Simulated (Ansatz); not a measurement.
Starting structure of a cell relaxation (symmetry kept):

```
Mn Hg
1.0
     3.31500    0.00000    0.00000
     0.00000    3.31500    0.00000
     0.00000    0.00000    3.31500
Mn Hg
1 1
Direct
  0.50000 0.50000 0.50000
  0.00000 0.00000 0.00000
```

Method: Ansatz 0.2.0, DFT r2SCAN, scalar-relativistic, plane waves, PAW.

Plane waves to 500 eV, a k mesh through Γ of 12×12×12 on the computed 2-atom cell and Gaussian smearing (0.10 eV); collinear spin from starting moments 4.66 0 μB.

Q: What does it relax to?

A: The volume increases by 0.25 Å³/atom to 18.46 Å³/atom, and the energy falls by 0.8 meV/atom. The cell ends with a moment of 4.20 μB (only this magnetic start was tried). Final structure:
```
CELL_PARAMETERS angstrom
3.33004 0.00000 0.00000
0.00000 3.33004 0.00000
0.00000 0.00000 3.33004
ATOMIC_POSITIONS crystal
Mn 0.50000 0.50000 0.50000
Hg 0.00000 0.00000 0.00000
```

The state reached may not be the lowest one. Spin-orbit coupling is left out, which matters for the bands of heavy elements. Only parallel moments were tried here.

Cost: 1 run of about 1.8 core-minutes, on Arm Neoverse V1 (shared hosts).